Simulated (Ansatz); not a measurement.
How CdBr$_{2}$ stores the work of compression

These are results of Ansatz 0.2.0, DFT r2SCAN, scalar-relativistic, plane waves, PAW, not measurements. Settings: 500 eV cutoff, 6×6×6 k-mesh, Gaussian smearing of 0.02 eV, no spin polarisation.

The relaxed crystal:

```
CELL_PARAMETERS angstrom
2.00778 1.15919 6.54287
-2.00778 1.15919 6.54287
0.00000 -2.31839 6.54287
ATOMIC_POSITIONS crystal
Cd 0.00000 0.00000 0.00000
Br 0.25388 0.25388 0.25388
Br 0.74612 0.74612 0.74612
```

Cell and atoms were relaxed at each target pressure within the start's symmetry (R-3m), at zero temperature; other phases can be more stable under pressure. H = E + PV with P the target; E is the free energy at the smearing used, whose derivative the pressure is, per atom and counted from zero pressure. The mesh named is that at zero pressure; some other pressures ran on another.

```csv
P (GPa),V (Å³/atom),E − E0 (meV),H − H0 (meV)
0,30.456,0.0,0.0
3,26.801,27.0,528.9
8,24.272,109.6,1321.6
15,22.213,254.0,2333.6
30,19.600,608.7,4278.8
60,16.754,1377.8,7652.0
```

Thermodynamics gives dH/dP = V along a relaxed path. Integrate V over P by the trapezoid rule and compare with the computed enthalpies.

With 1 eV/Å³ = 160.22 GPa, each step adds the mean volume times ΔP / 160.22:
```
P (GPa)  ∫V dP (meV) H − H0 (meV) difference (meV)
      3        536.1         528.9               7.2
      8       1333.0        1321.6              11.4
     15       2348.5        2333.6              14.9
     30       4305.8        4278.8              27.0
     60       7709.4        7652.0              57.4
```

V(P) curves upward, so the trapezoid rule runs high; integrating a smooth curve through the same points (P as a polynomial of degree 4 in ln V) puts that excess at about 54.7 meV at 60 GPa, against the 57.4 meV found. What is left comes from the shape of V(P) between points this far apart, and from the mesh, the smearing and the stress tolerance.

At 60 GPa, how much of the enthalpy change is stored energy and how much is the PV term?

E rises by 1378 meV/atom and PV is 60 × 16.754 / 160.22 = 6274 meV/atom, so PV makes 82 % of ΔH. So between rival structures at high pressure a small difference in volume can outweigh the difference in energy: 1 % of this volume is worth 62.7 meV/atom at this pressure.

What bulk modulus do the lowest pressures give?

From the pressures that the runs reached, 0.02 GPa (30.456 Å³) and 2.98 GPa (26.801 Å³), B = −ΔP/Δln V = 2.96 / 0.1278 = 23 GPa, a mean over that range. Where layers or molecules are held by dispersion forces, this functional describes the zero-pressure volume and B poorly.

The gap is 3.510 eV at 0.02 GPa and 3.434 eV at 2.98 GPa. What pressure coefficient and volume deformation potential follow?

dE_g/dP = -25.8 meV/GPa, and a_V = dE_g/d ln V = −B dE_g/dP = 0.60 eV. A gap that closes or barely moves under pressure is usual where the conduction edge lies away from the zone centre, has d character, or where the bands broaden faster than they shift. The band edges lie at other k points in the two runs, so this is a mean over different edges. Gaps are generalised Kohn–Sham gaps over the whole zone.

Cost: 6 runs of about 7.9 core-minutes in all, on Arm Neoverse V1 (shared hosts).